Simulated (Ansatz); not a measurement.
A generator proposed this cell of TiB5.

```
Ti B
1.0
     4.37742    0.00000    0.00000
    -2.18871    3.79095    0.00000
     0.00000    0.00000    3.52177
Ti B
1 5
Direct
  0.00000 0.00000 0.00000
  0.33333 0.66667 0.00000
  0.66667 0.33333 0.00000
  0.50000 0.00000 0.50000
  0.50000 0.50000 0.50000
  0.00000 0.50000 0.50000
```

Theory: DFT PBE, scalar-relativistic, plane waves, PAW (Ansatz 0.2.0). Settings: cutoff 420 eV, Γ-centred mesh 6×6×6 on the computed 6-atom cell, Gaussian smearing of 0.10 eV; no spin polarisation.

Energies over the elements count from the elements' standard structures at the same level, with no fitted energy shifts.

Problem. Estimate its pressure, forces and energy as it stands.

Solution. The pressure is -40.7 GPa (the mean over three directions, positive in compression), the largest force is 0.00 eV/Å (symmetry fixes the atoms), and the energy is +0.94 eV/atom against the elements. The shortest distance is 2.17 Å.

Problem. Is it a good guess?

Solution. A rough one: relaxing gains about 0.54 eV/atom (the start's value is from the coarse mesh, so the gain is rough) in 12 ionic steps and ends at +0.40 eV/atom on the finer mesh. The symmetry stays P6/mmm (No. 191). The end has the CaCu5 type. The volume per atom shrinks by 25.9 %, from 9.7 to 7.2 Å³. The shortest distance goes from 2.17 Å (B–B) to 1.88 Å (B–B). The ratio c/a of the conventional cell changes by a factor of 0.86. Conventional cell: a = 4.159 Å, c = 2.893 Å. Ti is surrounded by 18 B at 2.40–2.53 Å and 2 Ti at 2.89 Å; around B on a site of symmetry -6m2 lie 6 B at 1.88 Å, 3 Ti at 2.40 Å and 3 B at 2.40 Å; B on a site of symmetry mmm is surrounded by 4 B at 1.88 Å, 4 B at 2.08 Å and 4 Ti at 2.53 Å.

The last run used a 12×12×14 mesh (in the run's order of axes) for its 6-atom cell and Gaussian smearing of 0.10 eV. The relaxation can't lower the symmetry of the start, and the grade says only how near the guess is to its own end. Symmetry constrained the relaxation, so the result can be a saddle point.
